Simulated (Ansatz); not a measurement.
**SbMo₃ in Ansatz, relaxation**

Launch command:

```bash
ansatz run input.yaml --threads 2 --pin off --max-ram 3584MiB --backend cpu --events-out ev --progress --plain --runs-dir out
```

input.yaml:

```yaml
crystal:
  lattice:
    - [2.84594839, 0.0, 0.0]
    - [0.0, 4.56789853, 0.0]
    - [0.0, 0.0, 4.93310395]
  atoms:
    - { symbol: Sb, position: [0.0, 0.0, 0.97512] }
    - { symbol: Mo, position: [0.5, 0.0, 0.5], spin: 2, spin_axis: [0.0, 0.0, 1.0] }
    - { symbol: Mo, position: [0.0, 0.5, 0.64808], spin: 2, spin_axis: [0.0, 0.0, 1.0] }
    - { symbol: Mo, position: [0.5, 0.5, 0.16016], spin: 2, spin_axis: [0.0, 0.0, 1.0] }
  symmetry: { tolerance: 0.0003 }
kpoints:
  mp_grid: { grid: [6, 4, 4], shift: [0, 0, 0] }
magnetization:
  noncollinear: true
  spin_orbit: true
scf:
  occupations: { method: fermi_dirac }
  lower_state_search: "off"
hamiltonian:
  pseudopotentials: { kind: paw_fr }
  xc: pbesol
basis:
  ecutwfc: 420
  fft_grid_basis: typed
relax:
  max_steps: 60
  cell: { p_target: 0.0 }
  f_tol: 0.03
output:
  forces: true
  stress: true
  eigenvalues: true
  bader: true
  populations: true
  elf: true
  write_potential: true
  volumetric_format: npy
  dos:
    e_range: [-12, 8]
    de: 0.05
    projected: { site_lists: { Mo: [Mo], Sb: [Sb] } }
    method: { smearing: { sigma: 0.1, scheme: gaussian } }
  write_density: true
checkpoint:
  read: saved_state
```

Origin of the cell: a known structure type with other elements, at an estimated volume, so it need not be a known compound.

The smearing width isn't typed, so it takes its default of 0.1 eV.

The saved state is a converged single point of the same cell.

Steps («new basis» is an SCF on plane waves selected anew at the same cell):

| step | ΔF (meV/atom) | max force component (eV/Å) | P (GPa) | volume (Å³) | SCF iterations | step was |
| --- | --- | --- | --- | --- | --- | --- |
| 1 | 0.0 | 1.770 | 7.83 | 64.13 | 14 | accepted |
| 2 | -119.8 | 0.179 | -2.61 | 66.94 | 11 | accepted |
| 3 | -172.5 | 0.777 | -0.01 | 66.44 | 10 | accepted |
| 4 | -184.2 | 0.395 | -0.18 | 66.31 | 9 | accepted |
| 5 | -189.0 | 0.138 | -0.21 | 66.19 | 9 | accepted |
| 6 | -189.9 | 0.072 | -0.26 | 66.11 | 8 | accepted |
| 7 | -190.4 | 0.049 | 0.08 | 65.94 | 8 | accepted |
| 8 | -190.6 | 0.017 | 0.07 | 65.93 | 8 | accepted |
| 9 | -190.7 | 0.006 | -0.07 | 65.94 | 8 | accepted |
| 10 | -190.7 | 0.041 | 0.16 | 65.84 | 9 | rejected |
| 11 | -190.7 | 0.003 | -0.03 | 65.91 | 9 | accepted |
| 12 | -191.8 | 0.003 | 0.10 | 65.91 | 7 | new basis |
| 13 | -191.8 | 0.024 | 0.21 | 65.88 | 7 | accepted |
| 14 | -191.8 | 0.042 | -0.14 | 65.95 | 9 | accepted |
| 15 | -191.9 | 0.025 | 0.04 | 65.90 | 8 | accepted |
| 16 | -191.9 | 0.002 | 0.01 | 65.91 | 7 | accepted |
| 17 | -191.9 | 0.002 | 0.01 | 65.91 | 4 | new basis |

The starting structure.

Space group Pmm2 (No. 25); the run's cell has a = 2.846 Å, b = 4.568 Å, c = 4.933 Å, α = 90.00°, β = 90.00°, γ = 90.00°. Shortest distances: Mo–Sb 2.74 Å, Mo–Mo 2.79 Å, Sb–Sb 2.85 Å.

The relaxed structure.

Space group Pmm2 (No. 25); the run's cell has a = 3.237 Å, b = 4.617 Å, c = 4.411 Å, α = 90.00°, β = 90.00°, γ = 90.00°. Shortest distances: Mo–Sb 2.68 Å, Mo–Mo 2.71 Å, Sb–Sb 3.24 Å.

```yaml
crystal:
  lattice:
    - [3.23668, 0.00000, 0.00000]
    - [0.00000, 4.61667, 0.00000]
    - [0.00000, 0.00000, 4.41094]
  atoms:
    - { symbol: Sb, position: [0.00000, 0.00000, 0.02060] }
    - { symbol: Mo, position: [0.50000, 0.00000, 0.50591] }
    - { symbol: Mo, position: [0.00000, 0.50000, 0.63141] }
    - { symbol: Mo, position: [0.50000, 0.50000, 0.12544] }
```

```
Free energy lowered by  : 191.9 meV/atom
Volume change           : 2.78 %
Final pressure          : 0.01 GPa
Relaxation steps listed : 17
Gap on the mesh         : none (metal)
```

Caveats: a starting moment was lost; no moments, though an odd count or open d shells may carry them; the k mesh is coarse if the cell is a metal; the relaxation held the start's symmetry, so the end may be a saddle point.

Time: 7.2 min on 2 threads of Intel(R) Xeon(R) Platinum 8488C (Sapphire Rapids) (shared host), peak memory 0.86 GiB, from a saved density.
